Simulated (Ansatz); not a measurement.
# Cu: computed property card

Cu:
Space group Pm-3m (No. 221); a = b = c = 2.407 Å, α = β = γ = 90.00°

```csv
atom,site,symmetry,x,y,z
Cu,1a,m-3m,0.0000,0.0000,0.0000
```

Space group Pm-3m (No. 221), simple cubic; conventional cell a = b = c = 2.407 Å, α = β = γ = 90.00°.

Method: PBE (plane waves, PAW; program Ansatz). Structure relaxed to zero pressure with the same functional. Other levels are named where they apply.

**Cell and energy**

```json
{
 "volume_per_atom": "13.94 Å³",
 "density": "7.57 g/cm³"
}
```

**Electronic structure**

```json
{
 "electronic_character": "metallic (no gap)",
 "Density of states at the Fermi level": "0.28 states/eV per atom (mean over ±0.08 eV)"
}
```

**Mechanics**

```json
{
  "Bulk modulus (Birch–Murnaghan fit)": "102 GPa",
  "Pressure derivative B′": "4.9"
}
```

The start of the workflow was typed in or built on a structure type; neither database checked (COD, Materials Project) lists it. It is not the phase usual at ambient conditions (space group No. 225). Symmetry was held in the PBE relaxation; whether a distortion lowers the energy is not shown. The run is not spin-polarised.

Potentials: the later of the program's two PAW sets.
